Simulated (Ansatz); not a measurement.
ZnGeO3:
```
CELL_PARAMETERS angstrom
      2.48321     1.43368     4.61683
     -2.48321     1.43368     4.61683
      0.00000    -2.86736     4.61683
ATOMIC_POSITIONS crystal
  Zn 0.36751 0.36751 0.36751
  Zn 0.63249 0.63249 0.63249
  Ge 0.15637 0.15637 0.15637
  Ge 0.84363 0.84363 0.84363
  O  0.78531 0.04717 0.43870
  O  0.21469 0.95283 0.56130
  O  0.04717 0.43870 0.78531
  O  0.95283 0.56130 0.21469
  O  0.43870 0.78531 0.04717
  O  0.56130 0.21469 0.95283
```

Relaxed with r²SCAN.

Map the valence electron density (e/Å³), cut off at 1 on the plane through (0.368, 0.368, 0.368) spanned by u = [1, 0, 0] and v = [-1, 1, 1] in lattice vectors, from plane-wave PAW r²SCAN (Ansatz code).

x is the fraction of u, y of v (the angle between them is 83°; rows are the nearest grid lines); atoms in the plane: Zn at (0.00, 0.00), Zn at (0.53, 0.27), Ge at (0.58, 0.79), Ge at (0.95, 0.48).
```
|@@@@*:..    .:-=++-:..:*@@@@|
|@@@@+::::....:--=--:...-#@@@|
|@@@*-:::::::::-===-:....-#@@|
|:::...:-----+@@@@@*-:....:::|
|.......::--=#@@@@@@+-::::::.|
|-..    ...:-@@@@@@@@+=+*#*+-|
|*-.       ..-@@@@@@#++#@@@@*|
|#-.        .:=%@@@%+==#@@@@#|
|+-.         .:-+*+=-::-+#%#+|
|=:.         .:=*##*=::-=+*+=|
|%=:.        .:+@@@@#+==*@@@%|
|@@#-..      .:=#@@@%*+%@@@@@|
|@@@=:...     .-+###*=+@@@@@@|
|@@@+--::... ...:::::::=@@@@@|
|%*=-----::::-++=-:....:-+%@%|
|=-::::::::-=%@@@#=:...::-===|
|-:.......:=@@@@@@@*:..:-===-|
|-:.    ..:=@@@@@@@%-..:-=+=-|
|-:.      .:*@@@@@@*:..:-===-|
|::.        .-+#%*=:.....:--:|
|-:..       ..:---::.. ..:---|
|@@#-.       ..:---:....-*@@@|
|@@@#-.      ..-===-:..:=@@@@|
|@@@@*:..    .:-=++-:..:*@@@@|
```
Scale: ten equal steps from 0.019 (start of ' ') to 1.00 (end of '@'), in the order ' .:-=+*#%@'; x runs from 0.000 to 1.00, y from 0.000 (bottom) to 1.00 (top).

The density is the valence pseudo-density with augmentation charge, so density and ELF within about 1 Å of a nucleus are not all-electron values.

Space group R-3. The first step of the workflow began from a Materials Project structure, measured or hypothetical; the Crystallography Open Database copy checked does not list it. Whether it is the stable phase at ambient conditions was not checked. Symmetry was held in the r²SCAN relaxation; whether a distortion lowers the energy is not shown.

Potentials: the later of the program's two PAW sets.
